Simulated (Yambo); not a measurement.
Yambo run on Rb$_{2}$NaScF$_{6}$ (space group Fm-3m, No. 225). The wavefunctions come from this Quantum ESPRESSO step (PBEsol, PseudoDojo standard norm-conserving files, scalar-relativistic):

```
&CONTROL
  calculation = 'nscf'
  pseudo_dir = './pseudo'
  outdir = './out'
/
&SYSTEM
  ibrav = 0
  nat = 10
  ntyp = 4
  ecutwfc = 88.0
  ecutrho = 352.0
  occupations = 'fixed'
  force_symmorphic = .true.
  nbnd = 320
/
&ELECTRONS
  conv_thr = 1e-08
  diago_full_acc = .true.
  diago_thr_init = 1e-08
/
ATOMIC_SPECIES
F 18.9984 F.upf
Na 22.9898 Na.upf
Sc 44.9559 Sc.upf
Rb 85.4678 Rb.upf
CELL_PARAMETERS angstrom
  0.000000000000   4.374530000000   4.374530000000
  4.374530000000   0.000000000000   4.374530000000
  4.374530000000   4.374530000000   0.000000000000
ATOMIC_POSITIONS crystal
F   0.766770000000   0.233230000000   0.233230000000
F   0.233230000000   0.766770000000   0.766770000000
F   0.233230000000   0.766770000000   0.233230000000
F   0.766770000000   0.233230000000   0.766770000000
F   0.233230000000   0.233230000000   0.766770000000
F   0.766770000000   0.766770000000   0.233230000000
Na   0.500000000000   0.500000000000   0.500000000000
Sc   0.000000000000   0.000000000000   0.000000000000
Rb   0.750000000000   0.750000000000   0.750000000000
Rb   0.250000000000   0.250000000000   0.250000000000
K_POINTS automatic
2 2 2 0 0 0
```

Yambo input:

```
rim_cut
gw0
dyson
el_el_corr
HF_and_locXC
ppa
em1d
RandQpts= 1000000
RandGvec= 1 Ry
EXXRLvcs= 88 Ry
VXCRLvcs= 352 Ry
Chimod= "HARTREE"
% BndsRnXp
 3 | 317 |
%
NGsBlkXp= 8 Ry
% LongDrXp
 1.0 | 1.0 | 1.0 |
%
PPAPntXp= 27.2114 eV
% GbndRnge
 1 | 317 |
%
GTermKind= "BG"
DysSolver= "n"
ExtendOut
% QPkrange
 1 | 1 | 40 | 41 |
 2 | 2 | 40 | 41 |
 3 | 3 | 40 | 41 |
%
```

k points by index: 1 = Γ, 2 = L, 3 = X.

The o-*.qp file then holds:

```
#    K-point    Band    Eo [eV]    E [eV]    E-Eo [eV]    Vxc [eV]    Vnlxc [eV]    Sc|Eo [eV]    Sc|E [eV]    dSc/dw|Eo [eV]    Re(Z)    Im(Z)
#
    1    40    0.000000    -2.335395    -2.335395    -22.27601    -30.05549    4.878815    5.444085    -6.585887    0.805133    -0.001331
    1    41    6.763991    7.953383    1.189392    -8.894811    -4.537263    -3.025708    -3.168156    -3.258823    0.893048    -0.630254E-3
    2    40    -0.127289    -2.490502    -2.363213    -22.00563    -29.80415    4.862761    5.435301    -6.592060    0.804986    -0.001377
    2    41    7.014640    9.950925    2.936286    -18.63008    -10.50633    -4.542364    -5.187462    -5.977385    0.819888    -0.002728
    3    40    -0.012359    -2.348000    -2.335642    -22.23400    -30.00180    4.867462    5.432157    -6.578503    0.805309    -0.001327
    3    41    6.997154    9.952716    2.955562    -18.54887    -10.33032    -4.613522    -5.262986    -5.978595    0.819858    -0.002718
```
(The two width columns are left out.) Convergence of these settings isn't established.

Geometry of the Materials Project entry, not relaxed at this level.

The structure is a Materials Project entry; no match was found in the copy of COD used, and its stability was not checked.
